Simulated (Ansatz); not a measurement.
Data:

Zr₆Zn₂₃Si:
Space group Fm-3m (No. 225); a = 12.2718 Å, b = 12.2718 Å, c = 12.2718 Å, α = 90.00°, β = 90.00°, γ = 90.00°

```csv
atom,site,symmetry,x,y,z
Zr,24e,4m.m,0.0000,0.0000,0.2885
Zn,32f,.3m,0.1240,0.1240,0.1240
Zn,24d,m.mm,0.0000,0.2500,0.2500
Zn,32f,.3m,0.3340,0.3340,0.3340
Zn,4a,m-3m,0.0000,0.0000,0.0000
Si,4b,m-3m,0.5000,0.5000,0.5000
```
(The calculation used a cell of 30 atoms; values per cell refer to that cell.)

This is the r²SCAN-relaxed structure.

Problem. All from r²SCAN in the plane-wave PAW code Ansatz, unless another level is named. Give the electronic character.

Solution. metallic (no gap).

Problem. Next, the density of states at the Fermi level?

Solution. 0.23 states/eV per atom (mean over ±0.08 eV).

Problem. And the formation energy from the elements (no fitted shifts)?

Solution. -0.34 eV/atom.

The workflow started from a Materials Project entry (that database holds measured and hypothetical structures alike); the Crystallography Open Database copy checked does not list it. Whether it is the stable phase at ambient conditions was not checked. The cell was relaxed with r²SCAN under the symmetry of its start; its stability against distortions is not shown here. No spin polarisation was allowed. The references are the lowest solids computed at this level, not always the standard phases. Scalar-relativistic: spin–orbit coupling is off unless named, which matters more the heavier the elements.

Potentials: the later of the program's two PAW sets.
